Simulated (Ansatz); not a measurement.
Relaxed-ion elastic tensor of Ba$_{2}$NaReO$_{6}$ in space group Fm-3m (No. 225; Na on 4a, Ba on 8c, Re on 4b, O on 24e) in GPa (Voigt order), DFT-PBEsol in the program Ansatz with PAW potentials; density 6.87 g/cm³, 14.02 Å³ per atom.

```
 172  53.4  53.4   0.0   0.0   0.0
53.4   172  53.4   0.0   0.0   0.0
53.4  53.4   172   0.0   0.0   0.0
 0.0   0.0   0.0  46.1   0.0   0.0
 0.0   0.0   0.0   0.0  46.1   0.0
 0.0   0.0   0.0   0.0   0.0  46.1
```

Problem. Is the crystal mechanically stable?

Solution. Yes: the smallest eigenvalue of C is 46.1 GPa.

Problem. Work out the Voigt, Reuss and Hill averages.

Solution. K_V = 92.9, K_R = 92.9, K_H = 92.9; G_V = 51.4, G_R = 50.6, G_H = 51.0 GPa.

Problem. Give Young's modulus, Poisson's ratio, Pugh's ratio and the universal anisotropy index.

Solution. E = 9KG/(3K + G) = 129 GPa; ν = 0.27; K/G = 1.82 (near the Pugh limit of 1.75, no verdict); A_U = 5G_V/G_R + K_V/K_R − 6 = 0.08.

Problem. Estimate the sound speeds and the Debye temperature.

Solution. v_l = √((K + 4G/3)/ρ) = 4840 m/s, v_t = √(G/ρ) = 2720 m/s, mean 3030 m/s; Θ = (h/k)(3n/4πV)^(1/3) v_m = 374 K.

Problem. Give the Zener ratio and Young's modulus along [100], [110] and [111].

Solution. A = 2C44/(C11 − C12) = 0.78; 1/E = S11 − 2(S11 − S12 − S44/2)Γ with Γ = 0, 1/4, 1/3 gives 147, 125, 119 GPa.

Problem. Solve the Christoffel equation for the three sound speeds along [100], [110], [111].

Solution. Eigenvalues of C_ijkl n_j n_l equal ρv². In km/s, slowest first: [100] 2.59, 2.59, 5.01; [110] 2.59, 2.94, 4.81; [111] 2.83, 2.83, 4.74.

The workflow started from a Materials Project entry (that database holds measured and hypothetical structures alike); the Crystallography Open Database files this formula in space group No. 225, but the cells were not matched. Its standing as an ambient phase is unchecked. Symmetry was held in the PBEsol relaxation; whether a distortion lowers the energy is not shown. The run is not spin-polarised. Scalar-relativistic: spin–orbit coupling is off unless named, which matters more the heavier the elements.

Potentials: the later of the program's two PAW sets.
